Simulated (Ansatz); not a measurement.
## Stability checks on a candidate for Al₃GaAs₄

The cell was found from a structure generator's guess, not taken from experiment.

Theory: DFT PBE, scalar-relativistic, plane waves, PAW (Ansatz). Settings of the last relaxation (8-atom cell): 420 eV, 6×6×6 k points, Gaussian smearing of 0.02 eV, no spin polarisation.

```xyz
8
Lattice="5.7328 0.0000 0.0000 0.0000 5.7328 0.0000 0.0000 0.0000 5.7328" Properties=species:S:1:pos:R:3 pbc="T T T"
Al    0.0000    2.8664    2.8664
Al    2.8664    2.8664    0.0000
Al    2.8664    0.0000    2.8664
Ga    0.0000    0.0000    0.0000
As    4.2945    4.2945    1.4382
As    4.2945    1.4382    4.2945
As    1.4382    4.2945    4.2945
As    1.4382    1.4382    1.4382
```

Energies over the elements count from the elements' standard structures at the same level, with no fitted energy shifts.

**Question.** These tests were run: energy against the elements; random kick, then relaxation without symmetry; phonons at Γ; elastic tensor. What do they show?

**Answer.**

```tsv
test	result
energy against the elements	−0.451 eV/atom
random kick, then relaxation without symmetry	returns
phonons at Γ	lowest optical mode 84 cm⁻¹
elastic tensor	least eigenvalue 51 GPa
```

It fails none of these tests. Other phases of the system weren't compared here, so this isn't yet thermodynamic stability. Phonons away from Γ weren't computed.

The reference form of As is held partly by dispersion forces, which this level lacks. The kick test ran on a coarse mesh. The run for the phonons used a 6×6×6 k mesh. The run for the elastic tensor used a 6×6×6 k mesh.
